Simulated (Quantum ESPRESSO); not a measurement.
Al3SiCN3, input and log of a self-consistent run

Simulated, not a measurement. The program is pw.x of Quantum ESPRESSO 7.5 (plane-wave density functional theory). The cell is made up: 8 atoms on a wurtzite lattice, with randomly drawn elements, strain and displacements, not relaxed. PseudoDojo standard norm-conserving files (v0.5 for PBE, v0.4.1 for LDA and PBEsol) set the functional; there is no spin polarisation, spin-orbit coupling or dispersion term, and the masses in the input are unused placeholders.

Input:

```
&control calculation='scf', pseudo_dir='./dojo.nc.sr.pbe.v0_5.standard.upf', outdir='./o', disk_io='medium', tprnfor=.true., tstress=.true. /
&system ibrav=0, nat=8, ntyp=4, nbnd=22, ecutwfc=105.61755193, nosym=.true., tot_charge=0,
 occupations='smearing', smearing='fd', degauss=0.0018374661
/
&electrons conv_thr=7.350e-09, electron_maxstep=60, /
ATOMIC_SPECIES
Al 1.0 Al.upf
C 1.0 C.upf
N 1.0 N.upf
Si 1.0 Si.upf
CELL_PARAMETERS angstrom
3.1629 0.0 0.0
0.0 5.4783 0.0
0.0 0.0 5.165
ATOMIC_POSITIONS angstrom
Al 0.0744 -0.009 0.1035
Al 1.5359 2.8422 0.0536
Si 1.6757 0.9007 2.6282
Al -0.0885 3.5093 2.5033
C 0.1003 0.1655 1.8518
N 1.506 2.7057 1.9472
N 1.5022 0.9626 4.4834
N -0.0883 3.665 4.3362
K_POINTS automatic
8 6 6 1 1 1
```

The log is shortened where brackets say so; the opening notice, blank lines, dates and the lines on written files are dropped, and the path of the files is cut. It prints rydbergs, bohrs and kilobars, and counts compression as positive stress. With no partly filled state, the Fermi energy that it prints is only some level between the filled and the empty states on the mesh, and need not lie in the true gap.

```
     Program PWSCF v.7.5
     Parallel version (MPI & OpenMP), running on       1 processor cores
     Number of MPI processes:                 1
     Threads/MPI process:                     1
     [start-up lines left out]
     bravais-lattice index     =            0
     lattice parameter (alat)  =       5.9770  a.u.
     unit-cell volume          =     603.9461 (a.u.)^3
     number of atoms/cell      =            8
     number of atomic types    =            4
     number of electrons       =        32.00
     number of Kohn-Sham states=           22
     kinetic-energy cutoff     =     105.6176  Ry
     charge density cutoff     =     422.4702  Ry
     scf convergence threshold =      7.3E-09
     mixing beta               =       0.7000
     number of iterations used =            8  plain     mixing
     Exchange-correlation= PBE
                           (   1   4   3   4   0   0   0)
     [axes and pseudopotential details left out]
   Cartesian axes
     site n.     atom                  positions (alat units)
         1        Al     tau(   1) = (   0.0235227  -0.0028455   0.0327231  )
         2        Al     tau(   2) = (   0.4855987   0.8986057   0.0169465  )
         3        Si     tau(   3) = (   0.5297986   0.2847703   0.8309463  )
         4        Al     tau(   4) = (  -0.0279807   1.1095197   0.7914572  )
         5        C      tau(   5) = (   0.0317114   0.0523254   0.5854754  )
         6        N      tau(   6) = (   0.4761453   0.8554491   0.6156375  )
         7        N      tau(   7) = (   0.4749439   0.3043410   1.4174966  )
         8        N      tau(   8) = (  -0.0279174   1.1587467   1.3709570  )
     number of k points=   144  Fermi-Dirac smearing, width (Ry)=  0.0018
     Number of k-points >= 100: set verbosity='high' to print them.
     Dense  grid:    88471 G-vectors     FFT dimensions: (  40,  72,  64)
     Estimated max dynamical RAM per process >     100.41 MB
     Initial potential from superposition of free atoms
     starting charge      31.9920, renormalised to      32.0000
     Starting wfcs are   32 randomized atomic wfcs
     total cpu time spent up to now is       28.6 secs
     per-process dynamical memory:    79.7 Mb
     Self-consistent Calculation
     iteration #  1     ecut=   105.62 Ry     beta= 0.70
     Davidson diagonalization with overlap
     ethr =  1.00E-02,  avg # of iterations =  3.0
     total cpu time spent up to now is       85.8 secs
     total energy              =     -96.17825803 Ry
     estimated scf accuracy    <       2.28804923 Ry
     iteration #  2     ecut=   105.62 Ry     beta= 0.70
     Davidson diagonalization with overlap
     ethr =  7.15E-03,  avg # of iterations =  2.0
     total cpu time spent up to now is      139.6 secs
     total energy              =     -96.87266723 Ry
     estimated scf accuracy    <       1.60256593 Ry
     iteration #  3     ecut=   105.62 Ry     beta= 0.70
     Davidson diagonalization with overlap
     ethr =  5.01E-03,  avg # of iterations =  2.0
     total cpu time spent up to now is      187.6 secs
     total energy              =     -97.11847920 Ry
     estimated scf accuracy    <       0.04072944 Ry
     iteration #  4     ecut=   105.62 Ry     beta= 0.70
     Davidson diagonalization with overlap
     ethr =  1.27E-04,  avg # of iterations =  7.0
     total cpu time spent up to now is      245.5 secs
     total energy              =     -97.14101595 Ry
     estimated scf accuracy    <       0.00777035 Ry
     iteration #  5     ecut=   105.62 Ry     beta= 0.70
     Davidson diagonalization with overlap
     ethr =  2.43E-05,  avg # of iterations =  5.4
     total cpu time spent up to now is      300.8 secs
     total energy              =     -97.14184105 Ry
     estimated scf accuracy    <       0.00470624 Ry
     [iterations 6 to 8 left out]
     iteration #  9     ecut=   105.62 Ry     beta= 0.70
     Davidson diagonalization with overlap
     ethr =  2.02E-08,  avg # of iterations =  4.5
     total cpu time spent up to now is      486.7 secs
     total energy              =     -97.14180229 Ry
     estimated scf accuracy    <       0.00000919 Ry
     iteration # 10     ecut=   105.62 Ry     beta= 0.70
     Davidson diagonalization with overlap
     ethr =  2.02E-08,  avg # of iterations =  1.8
     total cpu time spent up to now is      527.3 secs
     total energy              =     -97.14180196 Ry
     estimated scf accuracy    <       0.00000198 Ry
     iteration # 11     ecut=   105.62 Ry     beta= 0.70
     Davidson diagonalization with overlap
     ethr =  6.18E-09,  avg # of iterations =  2.0
     total cpu time spent up to now is      575.1 secs
     total energy              =     -97.14180247 Ry
     estimated scf accuracy    <       0.00000001 Ry
     iteration # 12     ecut=   105.62 Ry     beta= 0.70
     Davidson diagonalization with overlap
     ethr =  4.13E-11,  avg # of iterations =  5.8
     total cpu time spent up to now is      643.1 secs
     total energy              =     -97.14180248 Ry
     estimated scf accuracy    <       0.00000006 Ry
     iteration # 13     ecut=   105.62 Ry     beta= 0.70
     Davidson diagonalization with overlap
     ethr =  4.13E-11,  avg # of iterations =  2.0
     total cpu time spent up to now is      696.3 secs
     End of self-consistent calculation
     Number of k-points >= 100: set verbosity='high' to print the bands.
     the Fermi energy is     9.6247 ev
!    total energy              =     -97.14180248 Ry
     estimated scf accuracy    <          6.4E-09 Ry
     smearing contrib. (-TS)   =      -0.00000000 Ry
     internal energy E=F+TS    =     -97.14180248 Ry
     The total energy is F=E-TS. E is the sum of the following terms:
     one-electron contribution =      -1.29006210 Ry
     hartree contribution      =      20.31399868 Ry
     xc contribution           =     -32.67370820 Ry
     ewald contribution        =     -83.49203086 Ry
     convergence has been achieved in  13 iterations
     Forces acting on atoms (cartesian axes, Ry/au):
     atom    1 type  1   force =    -0.04481112    0.01254622   -0.21731444
     atom    2 type  1   force =    -0.01085099   -0.04920565   -0.09559293
     atom    3 type  4   force =    -0.03468980   -0.00823797   -0.00905924
     atom    4 type  1   force =     0.02357299    0.09561061    0.02178313
     atom    5 type  2   force =    -0.02118441   -0.02526783    0.20522695
     atom    6 type  3   force =     0.01516616   -0.03998680   -0.00603185
     atom    7 type  3   force =     0.05614299    0.01038508   -0.03983855
     atom    8 type  3   force =     0.01665417    0.00415634    0.14082694
     Total force =     0.377674     Total SCF correction =     0.000030
     Computing stress (Cartesian axis) and pressure
          total   stress  (Ry/bohr**3)                   (kbar)     P=      -55.23
  -0.00043493   0.00017915   0.00000796          -63.98       26.35        1.17
   0.00017915  -0.00070749   0.00011749           26.35     -104.08       17.28
   0.00000796   0.00011749   0.00001610            1.17       17.28        2.37
     init_run     :     24.09s CPU     28.40s WALL (       1 calls)
     electrons    :    601.10s CPU    667.71s WALL (       1 calls)
     forces       :      7.10s CPU      7.18s WALL (       1 calls)
     stress       :     24.72s CPU     24.82s WALL (       1 calls)
     [timing details left out]
     PWSCF        :  10m57.31s CPU  12m 8.67s WALL
     JOB DONE.
```

In other units: free energy -1321.682 eV for the cell, pressure -5.52 GPa, largest force component 5.587 eV/Å. This run is the check on a run of the same cell at 1143 eV and a 6 x 4 x 4 mesh: rerunning at 1437 eV and a 8 x 6 x 6 mesh moved values by no more than 0.002 eV in energy, 0.03 GPa in stress and 0.004 eV/Å in force.